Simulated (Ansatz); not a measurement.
# Rb-85 NMR of the central transition in RbSb4F13

Cell: a COD entry, ions relaxed with PBE at fixed cell.

Space group I4/m (No. 87); a = 9.6350, c = 6.5630 Å.

```
site  Wyckoff  site symmetry       x       y       z
  Rb       2b          4/m..  0.0000  0.0000  0.5000
  Sb       8h            m..  0.2771  0.9937  0.0000
  F6       2a          4/m..  0.0000  0.0000  0.0000
  F7       8h            m..  0.3766  0.9386  0.5000
 F11      16i              1  0.1126  0.7918  0.7780
```

One atom of each set is listed; the run and its k-mesh use a cell of 18 atoms with edges of 7.56, 7.56, 7.56 Å.

Method: Kohn–Sham DFT in Ansatz, PBE, plane waves and PAW, scalar-relativistic, 420 eV cutoff, Γ-centred 5×5×5 k-points, Fermi–Dirac smearing 0.02 eV.

Rb-85 has I = 5/2 and Q = 276.0 mb (Pyykkö 2018); at 16.4 T its Larmor frequency is ν₀ = 67.7 MHz. Only the quadrupole interaction is simulated: positions count from each site's isotropic chemical shift, and J coupling is left out, as are shift anisotropy and dipolar coupling, which fast spinning averages.

(1) Give C_Q, η, the quadrupolar product P_Q = |C_Q|(1 + η²/3)^½, the second-order isotropic shift and the breadth of the pattern (fast magic-angle spinning) for each Rb site.

## Answers

(1) 

```json
{"site": "Rb", "first shell": "14 F at 2.92–3.68 Å", "C_Q (MHz)": "-14.6", "η": "0.00", "P_Q (MHz)": "14.6", "δ_QIS (ppm)": "-280", "breadth (kHz)": "40.7"}
```

δ_QIS = −(ν_Q²/30ν₀²)[I(I+1) − 3/4](1 + η²/3) × 10⁶ ppm with ν_Q = 3|C_Q|/[2I(2I−1)]; it falls as 1/B₀² in ppm, and the breadth as 1/B₀ in kHz.

The broadest static pattern spans 99 kHz. The table holds for spinning faster than that; slower spinning leaves sidebands.

An axis of threefold or higher order runs through Rb, so V_zz lies along it and η is zero.

Without spin–orbit coupling (the program notes it for Rb) the gradients are little affected as a rule: paired runs on crystals with a gap mostly move them by under 2 % at such atoms. The database positions were far from equilibrium, so the relaxed structure may not be the compound's real one.
